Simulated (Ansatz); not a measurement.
**TiO2 — experiment and calculation at the nuclei**

Cell of run 1: a COD entry, ions relaxed with PBE at fixed cell.

Space group P4_2/mnm (No. 136); a = 4.5922, c = 2.9574 Å.

```csv
site,Wyckoff,site symmetry,x,y,z
Ti,2a,m.mm,0.0000,0.0000,0.0000
O,4f,m.2m,0.3042,0.3042,0.0000
```

One atom of each set is listed.

All runs are DFT with Ansatz 0.2.0 (plane waves and PAW, scalar-relativistic unless spin–orbit coupling is named, Γ-centred meshes, Fermi–Dirac smearing) in this cell.

Run 1: PBE, gradients read without the response of the cores, atoms relaxed; 420 eV, 4×4×6 k-points, smearing 0.02 eV.

The measured V_zz are derived from measured couplings with the nuclear moments that the source uses.

Question: Give |V_zz| at O, |V_zz| at Ti for each run, and set them against experiment.

Answer: 

```csv
quantity,unit,measured,run 1
|V_zz| at O,10²¹ V/m²,2.38,2.48
|V_zz| at Ti,10²¹ V/m²,2.21,2.13
```

For the |V_zz| at O, the calculation misses by +4 %. For the |V_zz| at Ti, the calculation misses by -3 %.

**Where the measured values come from.**

“Density functional theory-based electric field gradient database”, 2020, arXiv:2005.09255 quotes: |V_zz| at O 2.38 × 10²¹ V/m²; |V_zz| at Ti 2.21 × 10²¹ V/m².

The runs hold the atoms at rest, while the measurements include thermal motion.

The cell isn't the equilibrium one in run 1 (calculated pressure 5 GPa), and the entry's cell may itself be off.
